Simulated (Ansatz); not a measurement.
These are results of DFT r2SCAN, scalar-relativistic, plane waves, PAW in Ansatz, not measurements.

Structure of NbRh:

```yaml
crystal:
  lattice:
    - [2.84912, 0.00000, 0.00000]
    - [0.00000, 2.84912, 0.00000]
    - [0.00000, 0.00000, 3.85077]
  atoms:
    - { symbol: Nb, position: [0.00000, 0.00000, 0.00000] }
    - { symbol: Rh, position: [0.50000, 0.50000, 0.50000] }
```

Settings: cutoff 500 eV, Γ-centred mesh 14×14×12 on the computed 2-atom cell, Gaussian smearing of 0.10 eV; no spin polarisation.

Levels along Γ–X–M–Γ–Z–R–A–Z | X–R | M–A, in eV from the Fermi level, sorted by energy at each point. Points in fractions of the primitive reciprocal vectors: Γ (0.000 0.000 0.000), X (0.000 0.500 0.000), M (0.500 0.500 0.000), Z (0.000 0.000 0.500), R (0.000 0.500 0.500), A (0.500 0.500 0.500).
```
point k (1/Å, with 2π) band 11  band 12  band 13  band 14  band 15  band 16  band 17
    Γ             0.000    -5.14    -2.33    -2.33    -1.04    -0.75     1.22     4.23
    -             0.158    -5.04    -2.40    -2.29    -0.96    -0.81     1.21     2.94
    -             0.315    -4.75    -2.58    -2.18    -0.99    -0.77     1.25     1.67
    -             0.473    -4.28    -2.81    -2.01    -1.24    -0.63     0.56     1.45
    -             0.630    -3.73    -3.04    -1.80    -1.50    -0.72    -0.36     1.92
    -             0.788    -3.24    -3.22    -1.72    -1.60    -1.07    -1.00     1.89
    -             0.945    -3.32    -2.99    -1.87    -1.52    -1.44    -1.30     1.55
    X             1.103    -3.25    -3.06    -1.92    -1.68    -1.42    -1.38     1.44
    -             1.260    -3.40    -3.19    -2.39    -2.11    -0.81    -0.61     1.38
    -             1.418    -3.71    -3.32    -3.15    -1.66     0.10     0.32     1.30
    -             1.575    -4.09    -3.82    -2.60    -0.71     1.09     1.25     1.26
    -             1.733    -4.47    -4.36    -1.67     0.50     1.27     2.12     2.13
    -             1.890    -4.79    -4.76    -0.65     1.31     1.77     2.92     3.13
    -             2.048    -5.01    -5.00     0.25     1.38     2.88     3.48     3.65
    M             2.205    -5.08    -5.08     0.62     1.46     3.47     3.47     3.69
    -             2.428    -4.97    -4.88    -0.01     1.17     2.66     3.22     3.40
    -             2.651    -4.65    -4.30    -1.24     0.00     1.84     2.18     2.59
    -             2.874    -4.14    -3.41    -2.48    -1.36     1.10     1.44     1.52
    -             3.096    -3.57    -3.54    -2.45    -1.72     0.40     0.44     1.50
    -             3.319    -4.41    -2.94    -2.07    -1.29    -0.39     0.89     1.29
    -             3.542    -4.95    -2.50    -2.23    -0.89    -0.88     1.21     2.40
    Γ             3.765    -5.14    -2.33    -2.33    -1.04    -0.75     1.22     4.23
    -             3.881    -5.11    -2.30    -2.30    -1.10    -0.74     1.13     4.11
    -             3.998    -5.01    -2.22    -2.22    -1.28    -0.72     0.87     3.73
    -             4.114    -4.86    -2.10    -2.10    -1.56    -0.69     0.43     3.07
    -             4.231    -4.67    -1.94    -1.94    -1.89    -0.66    -0.15     2.42
    -             4.347    -4.45    -2.22    -1.78    -1.78    -0.81    -0.63     1.88
    -             4.464    -4.25    -2.50    -1.66    -1.66    -1.38    -0.60     1.52
    Z             4.580    -4.17    -2.61    -1.62    -1.61    -1.61    -0.60     1.40
    -             4.738    -4.12    -2.63    -1.73    -1.65    -1.54    -0.76     1.57
    -             4.896    -3.87    -2.50    -1.98    -1.75    -1.33    -1.15     2.00
    -             5.053    -3.29    -2.20    -1.97    -1.90    -1.59    -0.98     2.56
    -             5.211    -2.63    -2.10    -2.08    -2.00    -1.29    -0.38     2.62
    -             5.368    -2.53    -2.33    -2.25    -1.16    -0.83     0.50     2.45
    -             5.526    -2.53    -2.51    -2.37    -0.55    -0.02     1.24     1.93
    R             5.683    -2.60    -2.50    -2.41    -0.46     1.04     1.10     1.52
    -             5.841    -2.71    -2.49    -2.45    -0.30     0.79     0.84     1.09
    -             5.998    -3.01    -2.70    -2.28    -0.24     0.17     0.22     1.05
    -             6.156    -3.39    -2.98    -2.02    -1.24    -0.44     0.95     0.97
    -             6.313    -3.66    -3.26    -2.08    -1.71    -1.06     0.86     1.91
    -             6.471    -3.47    -2.93    -2.73    -1.55    -1.43     0.74     2.66
    -             6.628    -3.43    -3.17    -2.29    -1.86    -1.33     0.65     2.89
    A             6.786    -3.35    -3.35    -1.97    -1.97    -1.37     0.63     2.92
    -             7.009    -3.32    -3.15    -2.27    -2.10    -1.27     0.67     2.87
    -             7.231    -3.23    -2.70    -2.59    -2.47    -1.41     0.82     2.56
    -             7.454    -3.11    -3.06    -2.95    -1.96    -1.78     1.09     1.90
    -             7.677    -3.43    -2.96    -2.83    -1.79    -1.77     0.48     1.42
    -             7.900    -3.83    -2.82    -2.34    -1.93    -1.36    -0.62     1.74
    -             8.122    -4.08    -2.68    -1.84    -1.78    -1.34    -0.88     1.68
    Z             8.345    -4.17    -2.61    -1.62    -1.61    -1.61    -0.60     1.40
    X             8.345    -3.25    -3.06    -1.92    -1.68    -1.42    -1.38     1.44
    -             8.462    -3.23    -2.61    -1.96    -1.51    -1.46    -1.37     1.55
    -             8.578    -3.16    -2.07    -1.99    -1.65    -1.23    -1.10     1.85
    -             8.695    -3.02    -2.21    -1.88    -1.34    -1.01    -0.61     2.24
    -             8.811    -2.85    -2.36    -2.09    -0.89    -0.53    -0.11     2.37
    -             8.928    -2.68    -2.49    -2.26    -0.66     0.17     0.37     2.10
    -             9.044    -2.57    -2.55    -2.37    -0.51     0.77     0.82     1.77
    R             9.161    -2.60    -2.50    -2.41    -0.46     1.04     1.10     1.52
    M             9.161    -5.08    -5.08     0.62     1.46     3.47     3.47     3.69
    -             9.278    -5.04    -5.04     0.62     1.36     2.53     2.53     3.95
    -             9.394    -4.89    -4.89     0.62     1.08     1.54     1.54     3.83
    -             9.511    -4.66    -4.66     0.61     0.61     0.63     0.63     3.65
    -             9.627    -4.35    -4.35    -0.26    -0.26     0.06     0.63     3.41
    -             9.744    -3.96    -3.96    -1.04    -1.04    -0.57     0.63     3.17
    -             9.860    -3.57    -3.57    -1.67    -1.67    -1.12     0.63     2.99
    A             9.977    -3.35    -3.35    -1.97    -1.97    -1.37     0.63     2.92
```

Cost: 1 run of about 1 core-minutes, on Intel Xeon Platinum 8259CL (Skylake/Cascade Lake) (shared hosts).